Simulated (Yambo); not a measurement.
Yambo run on BeTe (zinc blende, space group F-43m, No. 216). The wavefunctions come from this Quantum ESPRESSO step (PBE, PseudoDojo stringent norm-conserving files, scalar-relativistic):

```
&CONTROL
  calculation = 'nscf'
  pseudo_dir = './pseudo'
  outdir = './out'
/
&SYSTEM
  ibrav = 0
  nat = 2
  ntyp = 2
  ecutwfc = 106.6
  ecutrho = 426.4
  occupations = 'fixed'
  force_symmorphic = .true.
  nbnd = 202
/
&ELECTRONS
  conv_thr = 2e-09
  diago_full_acc = .true.
  diago_thr_init = 1e-08
/
ATOMIC_SPECIES
Be 9.0122 Be.upf
Te 127.6000 Te.upf
CELL_PARAMETERS angstrom
  0.000000000000   2.803381129000   2.803381129000
  2.803381129000   0.000000000000   2.803381129000
  2.803381129000   2.803381129000   0.000000000000
ATOMIC_POSITIONS crystal
Be   0.000000000000   0.000000000000   0.000000000000
Te   0.250000000000   0.250000000000   0.250000000000
K_POINTS automatic
4 4 4 0 0 0
```

Yambo input:

```
rim_cut
gw0
dyson
el_el_corr
HF_and_locXC
ppa
em1d
RandQpts= 1000000
RandGvec= 1 Ry
EXXRLvcs= 106.6 Ry
VXCRLvcs= 426.4 Ry
Chimod= "HARTREE"
% BndsRnXp
 6 | 200 |
%
NGsBlkXp= 15 Ry
% LongDrXp
 1.0 | 1.0 | 1.0 |
%
PPAPntXp= 27.2114 eV
% GbndRnge
 1 | 200 |
%
GTermKind= "BG"
DysSolver= "n"
ExtendOut
% QPkrange
 1 | 1 | 14 | 15 |
 3 | 3 | 14 | 15 |
 7 | 7 | 14 | 15 |
 8 | 8 | 14 | 15 |
%
```

k points by index: 1 = Γ, 3 = L, 7 = X, 8 = W.

Table of the .qp output:

```
#    K-point    Band    Eo [eV]    E [eV]    E-Eo [eV]    Vxc [eV]    Vnlxc [eV]    Sc|Eo [eV]    Sc|E [eV]    dSc/dw|Eo [eV]    Re(Z)    Im(Z)
#
    1    14    0.000000    -0.870712    -0.870712    -13.45103    -15.20323    0.671345    0.881481    -6.566607    0.805593    -0.001283
    1    15    3.622099    3.871261    0.249162    -10.53437    -6.028306    -4.196226    -4.256905    -6.623543    0.804237    -0.001358
    3    14    -1.151591    -2.069075    -0.917484    -12.76300    -14.92134    1.011078    1.240860    -6.814368    0.799727    -0.001353
    3    15    3.130410    3.341828    0.211418    -11.27230    -6.837090    -4.173140    -4.223789    -6.515365    0.806817    -0.001329
    7    14    -2.688197    -3.697018    -1.008821    -11.94136    -14.72678    1.510580    1.776600    -7.174671    0.791347    -0.001464
    7    15    1.956090    1.961358    0.005269    -9.065791    -5.228894    -3.830430    -3.831628    -6.061006    0.817835    -0.001281
    8    14    -3.262670    -4.268270    -1.005601    -11.23261    -14.05377    1.548709    1.815556    -7.219980    0.790305    -0.001500
    8    15    5.314102    5.327710    0.013608    -10.17555    -5.873964    -4.284741    -4.287978    -6.410007    0.809345    -0.001394
```
(The two width columns are left out.) Convergence of these settings isn't established.

Spin-orbit coupling is not included.

Geometry relaxed with PBEsol.
